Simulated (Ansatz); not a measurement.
Consider the following.

La₂O₃:
```cif
data_La2O3
_chemical_formula_sum 'La2 O3'
_space_group_name_H-M_alt 'P 1'
_space_group_IT_number 1
_cell_length_a 3.88272
_cell_length_b 3.88272
_cell_length_c 5.95069
_cell_angle_alpha 90.000
_cell_angle_beta 90.000
_cell_angle_gamma 120.000
loop_
_space_group_symop_operation_xyz
  'x, y, z'
loop_
_atom_site_label
_atom_site_type_symbol
_atom_site_fract_x
_atom_site_fract_y
_atom_site_fract_z
_atom_site_occupancy
La1 La 0.33333 0.66667 0.24398 1
La2 La 0.66667 0.33333 0.75602 1
O1 O 0.00000 0.00000 0.00000 1
O2 O 0.33333 0.66667 0.64659 1
O3 O 0.66667 0.33333 0.35341 1
```

This is the LDA-relaxed structure.

Q: All from DFT-LDA in the program Ansatz with PAW potentials, unless another level is named. Give the band gap.

A: 3.73 eV (indirect).

Q: Give the conduction-band minimum.

A: at K (2 equivalent valleys).

Q: Give the weight of the conduction-edge state by species (Voronoi cells).

A: O 51 %, La 49 %.

Space group P-3m1 (La2O3 or Ni2Al3 type). The LDA relaxation kept the symmetry of its start; phonons on a q-mesh show no instability. Scalar-relativistic: spin–orbit coupling is off unless named, which matters more the heavier the elements.

Potentials: the later of the program's two PAW sets.
